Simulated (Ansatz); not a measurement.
# Nb: from a starting cell to a relaxed one

The start is a relaxed Nb cell displaced along its unstable phonon at q = Γ (73i cm⁻¹), largest move 0.15 Å. The structure is fully relaxed (lattice and positions, P = 0) with PBEsol (plane waves to 420 eV, PAW, scalar-relativistic; Ansatz, a program for electronic structure). The first steps use a coarse 13×13×6 k-mesh.

Starting cell:
```
CELL_PARAMETERS angstrom
      2.83259     0.00000     0.00000
     -1.41630     2.45310     0.00000
      0.00000     0.00000     5.19045
ATOMIC_POSITIONS crystal
  Nb 0.30276 0.60552 0.25000
  Nb 0.69724 0.39448 0.75000
```

Which atoms feel the largest initial force, and how large is it?

0.34 eV/Å, on Nb1, Nb2 (atoms numbered as listed).

How does the volume per atom move from start to end?

-2.9 %, from 18.03 to 17.50 Å³/atom.

How do the shortest distances between atoms change?

The closest pairs of elements (up to four, under 3.6 Å), start → end: Nb–Nb 2.83 → 2.83 Å.

Is the relaxed structure metallic? Give its gap.

No gap (metallic).

Give the final cell and atomic positions.


```cif
data_Nb2
_chemical_formula_sum 'Nb2'
_space_group_name_H-M_alt 'Im-3m'
_space_group_IT_number 229
_space_group_name_Hall '-I 4 2 3'
_cell_length_a 3.27126
_cell_length_b 3.27126
_cell_length_c 3.27126
_cell_angle_alpha 90.000
_cell_angle_beta 90.000
_cell_angle_gamma 90.000
loop_
_atom_site_label
_atom_site_type_symbol
_atom_site_symmetry_multiplicity
_atom_site_Wyckoff_symbol
_atom_site_fract_x
_atom_site_fract_y
_atom_site_fract_z
_atom_site_occupancy
Nb1 Nb 2 a 0.00000 0.00000 0.00000 1
```
(The calculation used a cell of 1 atom; values per cell refer to that cell.)

Final values are on a 20×20×20 k-mesh of the relaxed cell. No spin polarisation in the result.

The run could not lose the symmetry of its start.

Of the parent cell (P6₃/mmc (No. 194)): it is a generated cell of Nb: the first start was made by placing the elements on the sites of a structure type, and the end was not matched to a known phase here, so it may be hypothetical. Known forms of Nb include space group No. 229.
